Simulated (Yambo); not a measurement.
AlN (zinc blende, space group F-43m, No. 216), G0W0@LDA in Yambo with this input:

```
rim_cut
gw0
dyson
el_el_corr
HF_and_locXC
ppa
em1d
RandQpts= 1000000
RandGvec= 1 Ry
EXXRLvcs= 84 Ry
VXCRLvcs= 336 Ry
Chimod= "HARTREE"
% BndsRnXp
 1 | 77 |
%
NGsBlkXp= 14 Ry
% LongDrXp
 1.0 | 1.0 | 1.0 |
%
PPAPntXp= 27.2114 eV
% GbndRnge
 1 | 77 |
%
GTermKind= "BG"
DysSolver= "n"
ExtendOut
```

On a 6×6×6 mesh, with wavefunctions cut at 84 Ry, the gap (Γ → X) is 4.859 eV and the valence edge shifts by -1.053 eV.

Question: What happens with this change: 23 bands in G?

Answer: The gap rises by 0.059 eV, to 4.918 eV; the shift of the valence edge becomes -1.100 eV. Neither run is shown to be the converged limit.

Geometry relaxed with LDA; primitive cell a = b = c = 3.064 Å, α = β = γ = 60.00°.

This is not the ordinary phase of the substance; no match was found in the copy of COD used, and its stability was not checked.

A shift is the quasiparticle energy of the state minus its LDA energy.
